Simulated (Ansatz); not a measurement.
# Lattice vibrations of Ta2Se at Γ

Method: Ansatz, DFT LDA, scalar-relativistic, plane waves, PAW. Cutoff 420 eV, 10×10×4 k-points (Γ-centred), Fermi-Dirac smearing of 0.15 eV. No spin polarisation. Phonons by linear response, acoustic sum rule imposed.

The cell, relaxed at this level:
```yaml
crystal:
  lattice:
    - [3.32991, 0.00000, 0.00000]
    - [0.00000, 3.32991, 0.00000]
    - [0.00000, 0.00000, 9.76262]
  atoms:
    - { symbol: Ta, position: [0.50000, 0.00000, 0.75724] }
    - { symbol: Ta, position: [0.00000, 0.50000, 0.24276] }
    - { symbol: Ta, position: [0.50000, 0.00000, 0.07663] }
    - { symbol: Ta, position: [0.00000, 0.50000, 0.92337] }
    - { symbol: Se, position: [0.50000, 0.00000, 0.36533] }
    - { symbol: Se, position: [0.00000, 0.50000, 0.63467] }
```

In a metal, frequencies and elastic constants depend on the k mesh and the smearing, soft modes and shear constants most. Spin–orbit coupling is left out, which matters for heavy elements. A semilocal functional can close a gap that the real compound has.

Optical modes at Γ; i marks an imaginary frequency:
| frequency (meV) | degeneracy |
| --- | --- |
| 6.2 | 2 |
| 11.4 | 2 |
| 12.5 | 1 |
| 20.1 | 2 |
| 21.1 | 1 |
| 21.5 | 2 |
| 23.1 | 1 |
| 23.2 | 1 |
| 23.2 | 2 |
| 26.7 | 1 |

All 15 optical modes at Γ are real: no displacement of atoms at fixed cell lowers the energy to second order. Strains and modes at other wave vectors aren't tested by this run.

Cost: 1 run of about 7.3 core-minutes, on Oxide Virtual Turin-like Processor (Zen 5) (shared hosts).